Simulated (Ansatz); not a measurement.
BaTiO3 (cubic perovskite, Pm-3m) at seven volumes, DFT-r²SCAN in the program Ansatz with PAW potentials, scaled uniformly. One row is withheld.

| V (Å³/atom) | P (GPa) |
|---|---|
| 11.599 | 21.02 |
| 11.982 | 12.84 |
| 12.364 | 5.89 |
| 12.747 | 0.00 |
| 13.129 | -5.00 |
| 13.511 | ? |
| 13.894 | -12.85 |

Fit the shown pressures and predict the withheld one.

P = (3/2)B₀(x^(7/2) − x^(5/2))[1 + (3/4)(B′ − 4)(x − 1)] with x = (V₀/V)^(2/3). Least squares on the six rows gives V₀ = 12.747 Å³/atom, B₀ = 181 GPa, B′ = 4.44. At V = 13.511, x = 0.9619 and P = -9.26 GPa. The run itself gave -9.25 GPa.

This is a known high-temperature phase of the composition, computed here at zero pressure and temperature. The cell was relaxed with r²SCAN under the symmetry of its start. At this level the phase is dynamically unstable (imaginary phonons). No spin polarisation was allowed. Scalar-relativistic: spin–orbit coupling is off unless named, which matters more the heavier the elements.

Potentials: the earlier of the program's two PAW sets.
